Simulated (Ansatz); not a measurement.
Profile along the Ge–Ge line in Ge (diamond)

Ge (diamond)

Space group Fd-3m, origin choice 1 (No. 227); a = b = c = 5.673 Å, α = β = γ = 90.00°

```tsv
atom	site	symmetry	x	y	z
Ge	8a	-43m	0.0000	0.0000	0.0000
```
(The calculation used a cell of 2 atoms; values per cell refer to that cell.)

Fields along a shortest Ge–Ge line of a {110} plane (2.46 Å), from Ge to Ge, interpolated on the slice's grid (step about 0.2 Å). The numbers are results of r2SCAN (plane waves to 500 eV, PAW, scalar-relativistic; Ansatz, a quantum-chemistry and plane-wave program), not measurements. k mesh 10×10×10. Inside the PAW spheres the values are not all-electron values, and peaks at nuclei hang on which shells count as valence. Ge was relaxed with its symmetry unable to fall. The PAW data are Ansatz's earlier set.

| distance from Ge (Å) | valence electron density (e/Å³) | electron localisation function | density of the highest valence band (e/Å³) | density of the lowest conduction band (e/Å³) |
|---|---|---|---|---|
| 0.00 | 49.27 | x | 0.002 | 0.101 |
| 0.12 | 42.45 | x | 0.002 | 0.102 |
| 0.25 | 27.40 | x | 0.004 | 0.104 |
| 0.37 | 13.46 | x | 0.012 | 0.106 |
| 0.49 | 5.26 | x | 0.030 | 0.103 |
| 0.61 | 1.96 | 0.30 | 0.060 | 0.093 |
| 0.74 | 0.95 | 0.43 | 0.092 | 0.076 |
| 0.86 | 0.67 | 0.55 | 0.118 | 0.056 |
| 0.98 | 0.58 | 0.67 | 0.133 | 0.038 |
| 1.11 | 0.53 | 0.76 | 0.137 | 0.026 |
| 1.23 | 0.51 | 0.79 | 0.137 | 0.023 |
| 1.35 | 0.53 | 0.76 | 0.137 | 0.026 |
| 1.48 | 0.58 | 0.67 | 0.133 | 0.038 |
| 1.60 | 0.67 | 0.55 | 0.118 | 0.056 |
| 1.72 | 0.95 | 0.43 | 0.092 | 0.076 |
| 1.84 | 1.96 | 0.30 | 0.060 | 0.093 |
| 1.97 | 5.26 | x | 0.030 | 0.103 |
| 2.09 | 13.44 | x | 0.012 | 0.106 |
| 2.21 | 27.31 | x | 0.004 | 0.104 |
| 2.34 | 42.27 | x | 0.002 | 0.102 |
| 2.46 | 49.04 | x | 0.002 | 0.101 |

x: too close to a nucleus for the ELF to mean much. Band densities are of whole bands, smooth part only.

Density on the Ge–Ge line (2.46 Å) at its midpoint: 0.51 e/Å³. ELF at that point: 0.8. ELF maximum in the middle third of the Ge–Ge line: 0.79, 1.2 Å from Ge.
